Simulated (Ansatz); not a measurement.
Relaxed-ion elastic tensor of SnTe (rock salt, Fm-3m) in GPa (Voigt order), plane-wave PAW PBE (Ansatz code); density 6.21 g/cm³, 32.91 Å³ per atom.

```
 116   4.0   4.0   0.0   0.0   0.0
 4.0   116   4.0   0.0   0.0   0.0
 4.0   4.0   116   0.0   0.0   0.0
 0.0   0.0   0.0  16.6   0.0   0.0
 0.0   0.0   0.0   0.0  16.6   0.0
 0.0   0.0   0.0   0.0   0.0  16.6
```

### Question
Is the crystal mechanically stable?

### Answer
Yes: the smallest eigenvalue of C is 16.6 GPa.

### Question
Work out the Voigt, Reuss and Hill averages.

### Answer
K_V = 41.2, K_R = 41.2, K_H = 41.2; G_V = 32.3, G_R = 23.1, G_H = 27.7 GPa.

### Question
Give Young's modulus, Poisson's ratio, Pugh's ratio and the universal anisotropy index.

### Answer
E = 9KG/(3K + G) = 67.8 GPa; ν = 0.23; K/G = 1.49 (brittle by the Pugh limit of 1.75); A_U = 5G_V/G_R + K_V/K_R − 6 = 1.99.

### Question
Estimate the sound speeds and the Debye temperature.

### Answer
v_l = √((K + 4G/3)/ρ) = 3550 m/s, v_t = √(G/ρ) = 2110 m/s, mean 2340 m/s; Θ = (h/k)(3n/4πV)^(1/3) v_m = 217 K.

### Question
Give the Zener ratio and Young's modulus along [100], [110] and [111].

### Answer
A = 2C44/(C11 − C12) = 0.30; 1/E = S11 − 2(S11 − S12 − S44/2)Γ with Γ = 0, 1/4, 1/3 gives 115, 52.0, 43.9 GPa.

### Question
Solve the Christoffel equation for the three sound speeds along [100], [110], [111].

### Answer
Eigenvalues of C_ijkl n_j n_l equal ρv². In km/s, slowest first: [100] 1.64, 1.64, 4.31; [110] 1.64, 3.00, 3.51; [111] 2.62, 2.62, 3.19.

The cell was relaxed with PBE under the symmetry of its start. At this level the phase is dynamically unstable (imaginary phonons). Spin–orbit coupling is left out wherever it is not named.

Potentials: the later of the program's two PAW sets.
